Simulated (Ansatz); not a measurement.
Mg2Cu3Ge:
Space group P6₃/mmc (No. 194); a = b = 5.0124 Å, c = 7.9937 Å, α = β = 90.00°, γ = 120.00°

```json
[
 {"atom": "Mg", "site": "4f", "symmetry": "3m.", "x": "0.3333", "y": "0.6667", "z": "0.0627"},
 {"atom": "Cu", "site": "6h", "symmetry": "mm2", "x": "0.3413", "y": "0.1707", "z": "0.2500"},
 {"atom": "Ge", "site": "2a", "symmetry": "-3m.", "x": "0.0000", "y": "0.0000", "z": "0.0000"}
]
```

Relaxed with r²SCAN.

Q: Which orbitals make up the states near the Fermi level in r²SCAN in the plane-wave PAW code Ansatz?

A: Within 0.5 eV of the Fermi level: Ge 4p 31 %, Cu 3d 16 %, Mg 3s 10 %, Cu 4s 9 %, outside the projected shells 31 %. Projections are on Löwdin-orthogonalised atomic valence shells; empty p or d shells of many metals are not among them.

Q: Tabulate the density of states.

A: States/eV per cell of 12 atoms, in 0.25 eV bins, energy from the Fermi level.

```csv
E (eV),total,Cu 3d,Ge 4p,Cu 4s
-7.85,0.33,0.03,0.11,0.17
-7.60,0.74,0.06,0.24,0.34
-7.35,2.15,0.16,0.69,0.87
-7.10,2.73,0.23,0.85,1.01
-6.85,4.11,0.46,1.34,1.44
-6.60,4.24,0.62,1.30,1.41
-6.35,1.32,0.25,0.39,0.35
-6.10,2.19,0.44,0.74,0.52
-5.85,3.68,0.89,1.32,0.65
-5.60,4.92,1.58,1.72,0.61
-5.35,5.50,2.43,1.68,0.61
-5.10,8.19,4.64,2.01,0.82
-4.85,9.37,6.51,1.44,0.78
-4.60,13.37,10.40,1.13,0.99
-4.35,17.06,14.53,0.96,0.83
-4.10,28.14,26.29,0.70,0.56
-3.85,26.83,24.66,0.74,0.73
-3.60,29.19,27.30,0.47,0.82
-3.35,29.34,27.59,0.36,0.79
-3.10,26.68,24.84,0.32,0.71
-2.85,32.31,30.65,0.35,0.52
-2.60,11.78,9.69,0.77,0.36
-2.35,8.54,6.01,0.90,0.46
-2.10,6.64,3.73,1.03,0.47
-1.85,5.83,2.41,1.46,0.54
-1.60,4.29,1.57,1.60,0.33
-1.35,6.72,2.73,1.95,0.73
-1.10,3.90,0.98,1.26,0.55
-0.85,4.03,0.98,1.24,0.53
-0.60,2.59,0.57,0.74,0.18
-0.35,2.80,0.53,0.91,0.22
-0.10,2.80,0.46,0.92,0.25
0.15,2.70,0.40,0.87,0.23
0.40,2.54,0.32,0.67,0.33
0.65,2.19,0.26,0.46,0.42
0.90,2.15,0.24,0.33,0.42
1.15,3.33,0.33,0.47,0.75
1.40,3.91,0.35,0.48,0.94
1.65,3.42,0.26,0.49,0.71
1.90,3.43,0.23,0.52,0.62
2.15,3.05,0.18,0.34,0.50
2.40,3.14,0.17,0.31,0.46
2.65,4.19,0.20,0.48,0.72
2.90,4.71,0.20,0.49,0.82
3.15,3.83,0.14,0.32,0.69
3.40,3.87,0.13,0.30,0.67
3.65,4.12,0.12,0.32,0.62
3.90,4.37,0.12,0.35,0.58
4.15,4.92,0.13,0.44,0.61
4.40,4.75,0.11,0.43,0.51
4.65,3.86,0.08,0.33,0.37
```

Space group P6_3/mmc. The workflow started from a Materials Project entry (that database holds measured and hypothetical structures alike); the Crystallography Open Database copy checked does not list it. Its standing as an ambient phase is unchecked. The r²SCAN relaxation kept the symmetry of its start; its stability against distortions is not shown here. The run is not spin-polarised. Scalar-relativistic: spin–orbit coupling is off unless named, which matters more the heavier the elements.

Potentials: the later of the program's two PAW sets.
